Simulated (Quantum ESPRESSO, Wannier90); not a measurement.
## GaP (zinc blende): Wannier90 run

```
begin unit_cell_cart
ang
    0.0000000000    2.7258100000    2.7258100000
    2.7258100000    0.0000000000    2.7258100000
    2.7258100000    2.7258100000    0.0000000000
end unit_cell_cart
begin atoms_frac
Ga   0.0000000000  0.0000000000  0.0000000000
P   -0.2500000000 -0.2500000000 -0.2500000000
end atoms_frac
```

Materials Project entry mp-2490; symmetrised, unrelaxed at this level. COD (Crystallography Open Database) has an entry of this formula and space group (matched by these alone). Method: LDA plane waves in Quantum ESPRESSO 7.5 (PseudoDojo norm-conserving files, 64 Ry, no spin polarisation, no spin-orbit coupling), Bloch states on a 10×10×10 mesh through Γ, Wannier90 4.0.1. Density: 10×10×10 mesh, cold smearing 0.01 Ry.

Band 6 is isolated and gives one Wannier function a cell (P2 3s 53 %, Ga1 4p 25 %, Ga1 4s 15 %; spread 2.48 Å²). Its on-site energy is ε = -10.505 eV relative to the valence-band maximum, and its hoppings t(R) = t(−R) to the nearer images are (images within this range that aren't listed have |t| under 5 meV):

| R (lattice vectors; −R alike) | distance (Å) | t (eV) |
|---|---|---|
| 0 0 1 | 3.85 | -0.212 |
| 0 1 -1 | 3.85 | -0.212 |
| 0 1 0 | 3.85 | -0.212 |
| 1 -1 0 | 3.85 | -0.212 |
| 1 0 -1 | 3.85 | -0.212 |
| 1 0 0 | 3.85 | -0.212 |
| 1 -1 -1 | 5.45 | 0.018 |
| 1 -1 1 | 5.45 | 0.018 |
| 1 1 -1 | 5.45 | 0.018 |
| 0 1 -2 | 6.68 | 0.021 |
| 0 1 1 | 6.68 | 0.021 |
| 0 2 -1 | 6.68 | 0.021 |
| 1 -2 0 | 6.68 | 0.021 |
| 1 -2 1 | 6.68 | 0.021 |
| 1 0 -2 | 6.68 | 0.021 |
| 1 0 1 | 6.68 | 0.021 |
| 1 1 -2 | 6.68 | 0.021 |
| 1 1 0 | 6.68 | 0.021 |
| 2 -1 -1 | 6.68 | 0.021 |
| 2 -1 0 | 6.68 | 0.021 |
| 2 0 -1 | 6.68 | 0.021 |

Problem. Work out the band energy at Γ, X, U, K from these numbers.

Solution. For one orbital E(k) = ε + Σ_R 2 t(R) cos(2π k·R), the sum over the listed R.
- Γ, k = (0.000, 0.000, 0.000): E = -10.505 + (-0.212)·(12.00) + (0.018)·(6.00) + (0.021)·(24.00) = -12.44 eV; pw.x: -12.51 eV
- X, k = (-0.500, -0.500, 0.000): E = -10.505 + (-0.212)·(-4.00) + (0.018)·(6.00) + (0.021)·(-8.00) = -9.72 eV; pw.x: -9.52 eV
- U, k = (-0.375, -0.375, 0.250): E = -10.505 + (-0.212)·(-3.66) + (0.018)·(2.00) + (0.021)·(4.00) = -9.61 eV; pw.x: -9.56 eV
- K, k = (-0.375, 0.000, 0.375): E = -10.505 + (-0.212)·(-3.66) + (0.018)·(2.00) + (0.021)·(4.00) = -9.61 eV; pw.x: -9.56 eV

At these points the listed shells miss the plane-wave band by up to 0.20 eV, of a width of 3.09 eV on the path. With all its hoppings the model misses the band by 1.5 meV at worst on the whole path, so most of the miss comes from the hoppings not listed.
